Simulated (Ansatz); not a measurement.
PbS (rock salt)

```
CELL_PARAMETERS angstrom
      0.00000     3.00445     3.00445
      3.00445     0.00000     3.00445
      3.00445     3.00445     0.00000
ATOMIC_POSITIONS crystal
  S  0.00000 0.00000 0.00000
  Pb 0.50000 0.50000 0.50000
```

All values below come from PBE (plane waves to 420 eV, PAW, scalar-relativistic; Ansatz, an electronic-structure program). Harmonic phonons by density-functional perturbation theory on a 10×10×10 k mesh, in cm⁻¹; i marks imaginary ones, q is in fractions of the reciprocal vectors of the cell shown, and the three acoustic modes at Γ are left out. The non-analytic (LO-TO) term is not included, so polar modes at Γ have their transverse values. The program warned that its band solver left a few bands short of their tolerance. PbS was relaxed with its symmetry unable to fall. Spin-orbit coupling is left out, though Pb is heavy.

Q: Is the structure dynamically stable at Γ, L = (0.5, 0.0, 0.0), X = (0.5, 0.5, 0.0)?

A: No imaginary mode at these points (lowest 36 cm⁻¹ at X = (0.5, 0.5, 0.0)); other wave vectors were not tested.

Q: List the wavenumbers at Γ, L = (0.5, 0.0, 0.0), X = (0.5, 0.5, 0.0), with degeneracies.

A: 
| q | wavenumbers (cm⁻¹) |
|---|---|
| Γ | 41 (×3) |
| L = (0.5, 0.0, 0.0) | 48 (×2), 103, 183 (×2), 226 |
| X = (0.5, 0.5, 0.0) | 36 (×2), 46, 84 (×2), 105 |
